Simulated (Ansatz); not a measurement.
AlIr (Pm-3m); total moment held at 0.9 μB.

```
CELL_PARAMETERS angstrom
2.99455 0.00000 0.00000
0.00000 2.99455 0.00000
0.00000 0.00000 2.99455
ATOMIC_POSITIONS crystal
Al 0.00000 0.00000 0.00000
Ir 0.50000 0.50000 0.50000
```

The source of the geometry is a structure from the Materials Project; atoms and cell stay fixed.

Settings: LDA, 11×11×11 k mesh, Fermi–Dirac smearing of 0.03 eV. PAW means Ansatz 0.2.0 on its default frozen-core files. Site moments are integrated in spheres about the atoms. Start moments (μB): Ir2 0.9.

Iteration by iteration:

```
iteration  Harris–Foulkes energy less the last (meV)  density residual (eV)  M (μB)  ∫|m| (μB)
        1                                   -150.385                2.5e-01  0.9000     0.9000
        2                                    -96.737                1.7e-01  0.9000     0.9000
        3                                     -8.788                3.4e-02  0.9000     0.9000
        4                                     -0.599                1.4e-03  0.9000     0.9000
        5                                     -0.011                3.0e-05  0.9000     0.9000
        6                                      0.000                2.1e-07  0.9000     0.9000
        7                                      0.000                5.9e-10  0.9000     0.9000
```

Site moments (μB): Al1 0.05, Ir2 0.67. Cell moment 0.90 μB.

The PAW files were made with PBE; the program remakes their cores once for the run's functional and then keeps them frozen. The Ansatz runs typed with the search for lower states off end where their start leads. Spin–orbit coupling is left out although heavy atoms are present. None of this fixes the real material's magnetic order: only patterns that fit the cell were computed, at zero temperature, with a functional that can overstate moments.
